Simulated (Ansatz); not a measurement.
Na:
```
CELL_PARAMETERS angstrom
     -2.02655     2.02655     2.02655
      2.02655    -2.02655     2.02655
      2.02655     2.02655    -2.02655
ATOMIC_POSITIONS crystal
  Na 0.00000 0.00000 0.00000
```

Relaxed with LDA. Special points in fractions of this cell's reciprocal vectors: Γ (0.000, 0.000, 0.000); H (0.500, -0.500, 0.500); N (0.000, 0.000, 0.500); P (0.250, 0.250, 0.250).

Q: List the band energies nearest the Fermi level at these points for LDA in the plane-wave PAW code Ansatz.

A: In eV from the Fermi level; about four levels below and three above (degenerate sets whole), none deeper than 8.9 eV; … stands for higher levels left out; points with the same levels are listed once.

| k | below | above |
|---|---|---|
| Γ | -3.49 | 12.37 12.37 12.37 |
| H | – | 4.79 4.79 … |
| N | – | 0.83 1.33 8.67 |
| P | – | 2.90 2.90 2.90 |

Space group Im-3m (bcc (W type)). The cell was relaxed with LDA under the symmetry of its start.

Potentials: the earlier of the program's two PAW sets.
